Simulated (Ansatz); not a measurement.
Bi₂CuTe₃ in space group P-3m1 (No. 164; Te on 2d, Bi on 2d, Te on 1a, Cu on 1b) under volume change, r²SCAN+D4 (plane waves, PAW; program Ansatz), shape and atoms relaxed at each volume.

```csv
V (Å³/atom),E − E(relaxed) (meV/atom),P (GPa)
25.871,47.8,6.53
26.724,20.2,3.98
27.577,4.8,1.84
28.430,0.0,0.00
29.283,4.3,-1.57
30.136,16.2,-2.88
30.989,34.5,-3.95
```

Question: What does a third-order Birch–Murnaghan fit give for V₀, B₀ and B′?

Answer: V₀ = 28.43 Å³/atom, B₀ = 55.9 GPa, B′ = 4.5.

A made-up cell: these elements were put on the sites of a structure type; neither database checked (COD, Materials Project) lists it. Whether it is the stable phase at ambient conditions was not checked. Symmetry was held in the r²SCAN+D4 relaxation; its stability against distortions is not shown here. The run is not spin-polarised. Spin–orbit coupling is left out wherever it is not named.

Potentials: the later of the program's two PAW sets.
